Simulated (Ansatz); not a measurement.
A geometry of Ga₂O₃ away from equilibrium: step 2 of the relaxation of a generated trial cell of Ga2O3 in the corundum structure type. Calculation: r2SCAN (plane waves to 500 eV, PAW, scalar-relativistic; Ansatz, a program for electronic structure). Γ-centred k-mesh 6×6×6 on the run's cell (coarser than for final values), Fermi–Dirac smearing 0.05 eV. The plane waves were selected for a different cell earlier on the path.

```
Ga2O3
1.0
    2.46369     1.42241     4.44855
   -2.46369     1.42241     4.44855
    0.00000    -2.84482     4.44855
Ga O
4 6
Direct
  0.35340   0.35340   0.35340
  0.14660   0.14660   0.14660
  0.64660   0.64660   0.64660
  0.85340   0.85340   0.85340
  0.55418   0.94582   0.25000
  0.25000   0.55418   0.94582
  0.94582   0.25000   0.55418
  0.44582   0.05418   0.75000
  0.75000   0.44582   0.05418
  0.05418   0.75000   0.44582
```

Task: What forces act on the atoms (eV/Å)?

Result: 
```
atom     Fx     Fy     Fz
----  -----  -----  -----
Ga1    0.00   0.00   0.35
Ga2    0.00   0.00  -0.35
Ga3    0.00   0.00  -0.35
Ga4    0.00   0.00   0.35
O5     0.06   0.00   0.00
O6    -0.03   0.05   0.00
O7    -0.03  -0.05   0.00
O8    -0.06   0.00   0.00
O9     0.03  -0.05   0.00
O10    0.03   0.05   0.00
```

The path ends in R-3c (No. 167) (corundum type). No spin polarisation in the result.

The run could not lose the symmetry of its start.
